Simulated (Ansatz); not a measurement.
Calculated 87Sr nuclear quadrupole resonance for Sr₂YBiO₆

Cell: a computed structure from the Materials Project (it need not be an observed phase), taken as it stands.

```
Sr Y Bi O
1.0
     8.54767    0.00000    0.00000
     0.00000    8.54767    0.00000
     0.00000    0.00000    8.54767
Sr Y Bi O
8 4 4 24
Direct
  0.50000 0.50000 0.50000
  0.00000 0.00000 0.00000
  0.00000 0.00000 0.50000
  0.00000 0.50000 0.00000
  0.50000 0.00000 0.00000
  0.50000 0.50000 0.00000
  0.50000 0.00000 0.50000
  0.00000 0.50000 0.50000
  0.25000 0.25000 0.25000
  0.25000 0.75000 0.75000
  0.75000 0.25000 0.75000
  0.75000 0.75000 0.25000
  0.75000 0.75000 0.75000
  0.75000 0.25000 0.25000
  0.25000 0.75000 0.25000
  0.25000 0.25000 0.75000
  0.21472 0.29400 0.50666
  0.21472 0.70600 0.49334
  0.78528 0.29400 0.49334
  0.78528 0.70600 0.50666
  0.29400 0.50666 0.21472
  0.70600 0.49334 0.21472
  0.29400 0.49334 0.78528
  0.70600 0.50666 0.78528
  0.50666 0.21472 0.29400
  0.49334 0.21472 0.70600
  0.49334 0.78528 0.29400
  0.50666 0.78528 0.70600
  0.28528 0.20600 0.99334
  0.28528 0.79400 0.00666
  0.71472 0.20600 0.00666
  0.71472 0.79400 0.99334
  0.20600 0.99334 0.28528
  0.79400 0.00666 0.28528
  0.20600 0.00666 0.71472
  0.79400 0.99334 0.71472
  0.99334 0.28528 0.20600
  0.00666 0.28528 0.79400
  0.00666 0.71472 0.20600
  0.99334 0.71472 0.79400
```

Atoms are numbered from 1 in the order listed; like atoms form one site, named after its first atom.

Method: Kohn–Sham DFT in Ansatz, r2SCAN, plane waves and PAW, scalar-relativistic, 500 eV cutoff, Γ-centred 3×3×3 k-points, Fermi–Dirac smearing 0.02 eV.

87Sr: I = 9/2, Q = 305.0 mb (year-2017 value). Static lattice, zero field.

Task: At which frequencies do the 87Sr NQR lines lie?

Result: For I = 9/2 and η = 0 the lines are |C_Q|/24 times 1, 2, 3 and 4; η shifts the lowest up most. Sites with |C_Q| under 0.05 MHz are left out.

```tsv
site	atoms	V_zz (10²¹ V/m²)	C_Q (MHz)	η	line frequencies (MHz)
Sr3	3, 4, 5, 6, 7, 8	14.25	105	0.03	4.41, 8.75, 13.1, 17.5
```

At this cell the principal stresses reach 5 GPa in size with r2SCAN, which can matter for small gradients. The largest force is 0.4 eV/Å, so the atoms aren't at the calculated equilibrium and relaxing them would move these values. Without spin–orbit coupling (the program notes it for Sr) the gradients are little affected as a rule: paired runs on crystals with a gap mostly move them by under 2 % at such atoms.
